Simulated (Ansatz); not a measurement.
# Computed properties of Si2W

```yaml
crystal:
  lattice:
    - [-1.60600, 1.60600, 3.94000]
    - [1.60600, -1.60600, 3.94000]
    - [1.60600, 1.60600, -3.94000]
  atoms:
    - { symbol: Si, position: [0.33300, 0.33300, 0.00000] }
    - { symbol: Si, position: [0.66700, 0.66700, 0.00000] }
    - { symbol: W, position: [0.00000, 0.00000, 0.00000] }
```

Atom numbers follow the list: Si1, Si2, W3.

Conventional cell: a = 3.212 Å, b = 3.212 Å, c = 7.880 Å, α = 90.00°, β = 90.00°, γ = 90.00°. Si (atom 1) is surrounded by 5 Si at 2.62 to 2.63 Å and 5 W at 2.62 Å. W (atom 3) is surrounded by 10 Si at 2.62 Å.

The cell comes from COD entry 1010283, which wasn't checked; take it as a given geometry. It differs from other determinations.

Spin–orbit coupling is left out, though it moves levels of the heavy atoms by tenths of an eV or more.

Methods: DFT, PBEsol, all-electron LAPW, scalar-relativistic (Ansatz 0.2.0); DFT, PBEsol, PAW with Ansatz's default frozen-core files, scalar-relativistic (Ansatz 0.2.0).

For LAPW: a Γ-centred 18×18×18 k mesh, Fermi–Dirac smearing of 0.03 eV, basis error target 0.5 meV/atom, no spin polarisation. PAW takes a cutoff of 420 eV at this cell (files made with PBE, cores remade for this functional). The Ansatz runs share mesh, smearing and spin set-up. Values come from LAPW unless marked.

| Quantity | Value |
| --- | --- |
| Largest force | 0.280 eV/Å on Si2 |
| Pressure at this cell | -3.56 GPa |
| Löwdin charges (with 0.23 e of the cell spilling out of the atomic basis, so their sizes and signs hang on that basis) | Si1 0.08, W3 0.07 e |
| Density of states at the Fermi level (0.2 eV bin) | 0.24 states/eV per cell |
| Volume per atom | 13.55 Å³ |

Predict this quantity. Stress xx, yy, zz (compression positive).

-2.65, -2.65, -5.39 GPa.

Predict this quantity. Bader charges (from the PAW run).

Si1 -0.01, W3 +0.02 e.

Give the computed value. Band gap.

none: bands cross the Fermi level, a metal.
